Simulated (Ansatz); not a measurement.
Data:

NaCl$_{3}$:
```cif
data_Cl6Na2
_chemical_formula_sum 'Na2 Cl6'
_space_group_name_H-M_alt 'P 1'
_space_group_IT_number 1
_cell_length_a 5.38543
_cell_length_b 5.38543
_cell_length_c 5.38543
_cell_angle_alpha 90.000
_cell_angle_beta 90.000
_cell_angle_gamma 90.000
loop_
_space_group_symop_operation_xyz
  'x, y, z'
loop_
_atom_site_label
_atom_site_type_symbol
_atom_site_fract_x
_atom_site_fract_y
_atom_site_fract_z
_atom_site_occupancy
Na1 Na 0.50000 0.50000 0.50000 1
Na2 Na 0.00000 0.00000 0.00000 1
Cl1 Cl 0.50000 0.00000 0.75000 1
Cl2 Cl 0.50000 0.00000 0.25000 1
Cl3 Cl 0.75000 0.50000 0.00000 1
Cl4 Cl 0.25000 0.50000 0.00000 1
Cl5 Cl 0.00000 0.75000 0.50000 1
Cl6 Cl 0.00000 0.25000 0.50000 1
```

This is the PBEsol-relaxed structure.

### Question
All from PBEsol in the plane-wave PAW code Ansatz, unless another level is named. Estimate the highest zone-centre frequency.

### Answer
186 cm⁻¹.

### Question
And the bulk modulus (Birch–Murnaghan fit)?

### Answer
372 kbar.

Space group Pm-3n (A15 (Cr3Si type)). The workflow started from a Materials Project entry (that database holds measured and hypothetical structures alike); the Crystallography Open Database copy checked does not list it. Its standing as an ambient phase is unchecked. The PBEsol relaxation kept the symmetry of its start. At this level the phase is mechanically unstable. As this level gives no gap, phonon frequencies hold no LO–TO term and depend on the k-mesh and smearing (Fermi–Dirac, 0.1 eV here).

Potentials: the earlier of the program's two PAW sets. The files were generated under PBE; for other functionals the program regenerates the frozen cores, and for LDA and PBEsol the local potential too.
